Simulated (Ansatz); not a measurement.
Task: GaN in space group P6_3mc (No. 186; Ga on 2a, Ga on 2b, N on 2a, N on 2b) is relaxed with DFT-LDA in the program Ansatz with PAW potentials. What lattice parameters of the conventional cell result?

Result: a = 3.151 Å, c = 10.283 Å.

Task: Give the free coordinates with the occupied sites.

Result: In one choice of origin and axes:

```
atom  site  symmetry       x       y       z
----  ----  --------  ------  ------  ------
Ga      2a       3m.  0.0000  0.0000  0.0004
Ga      2b       3m.  0.3333  0.6667  0.2502
N       2a       3m.  0.0000  0.0000  0.3126
N       2b       3m.  0.3333  0.6667  0.0624
```

Task: Is it a metal or does it have a gap at this level?

Result: A gap of 2.04 eV, direct.

A made-up cell: these elements were put on the sites of a structure type. Its sites differ from those of the usual phase in this space group: another stacking or structure type. The cell was relaxed with LDA under the symmetry of its start; phonons on a q-mesh show no instability. Spin–orbit coupling is left out wherever it is not named.

Potentials: the later of the program's two PAW sets.
